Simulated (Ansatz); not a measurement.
Input:

TiPd:
Space group Pm-3m (No. 221); a = 3.133 Å, b = 3.133 Å, c = 3.133 Å, α = 90.00°, β = 90.00°, γ = 90.00°

```tsv
atom	site	symmetry	x	y	z
Ti	1b	m-3m	0.5000	0.5000	0.5000
Pd	1a	m-3m	0.0000	0.0000	0.0000
```

This is the PBEsol-relaxed structure.

All from PBEsol (plane waves, PAW; program Ansatz), unless another level is named. Predict the bulk modulus (Birch–Murnaghan fit).

170 GPa.

And the highest zone-centre frequency?

21.3 meV.

What about the elastic constants (relaxed ions, GPa)?

C11 = 144, C12 = 183, C44 = 51.5.

The workflow started from an entry of the Crystallography Open Database (COD). Whether it is the stable phase at ambient conditions was not checked. The cell was relaxed with PBEsol under the symmetry of its start. At this level the phase is mechanically unstable. No spin polarisation was allowed. As this level gives no gap, shear constants depend on the k-mesh and smearing (Fermi–Dirac, 0.1 eV here).

Potentials: the later of the program's two PAW sets.
